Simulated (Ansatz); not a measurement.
**Kick test of a cell of Cd2Hg3S5**

The structure comes from a generated guess, relaxed at this level; another structure or a mixture of phases may lie lower.

All numbers below come from Ansatz 0.2.0, DFT PBE, scalar-relativistic, plane waves, PAW. Plane waves to 420 eV, a k mesh through Γ of 12×12×12 on the computed 10-atom cell and Gaussian smearing (0.10 eV); no spin polarisation.

The cell below (10 atoms, space group I-4m2 (No. 119)) is relaxed within its symmetry.

```yaml
crystal:
  lattice:
    - [-2.11091, 2.11091, 14.88577]
    - [2.11091, -2.11091, 14.88577]
    - [2.11091, 2.11091, -14.88577]
  atoms:
    - { symbol: Cd, position: [0.90028, 0.90028, 0.00000] }
    - { symbol: Cd, position: [0.09972, 0.09972, 0.00000] }
    - { symbol: Hg, position: [0.69947, 0.69947, 0.00000] }
    - { symbol: Hg, position: [0.30053, 0.30053, 0.00000] }
    - { symbol: Hg, position: [0.50000, 0.50000, 0.00000] }
    - { symbol: S, position: [0.35114, 0.85114, 0.50000] }
    - { symbol: S, position: [0.94941, 0.44941, 0.50000] }
    - { symbol: S, position: [0.55059, 0.05059, 0.50000] }
    - { symbol: S, position: [0.14886, 0.64886, 0.50000] }
    - { symbol: S, position: [0.75000, 0.25000, 0.50000] }
```

For the test it was strained at random (σ = 1.5 % a component), the atoms were moved at random (σ = 0.10 Å), and all was relaxed again on a coarse 6×6×6 mesh (in the run’s order of axes) with 0.20 eV smearing, with no symmetry imposed.

Spin–orbit coupling, which can matter for Hg, is left out.

Problem. What happens?

Solution. It returns, within 1 meV/atom of the unmoved cell on that mesh and with the same symmetry when read at 0.1 Å. No instability shows in this cell; modes of other wave vectors, which need another repeat, aren't tested.
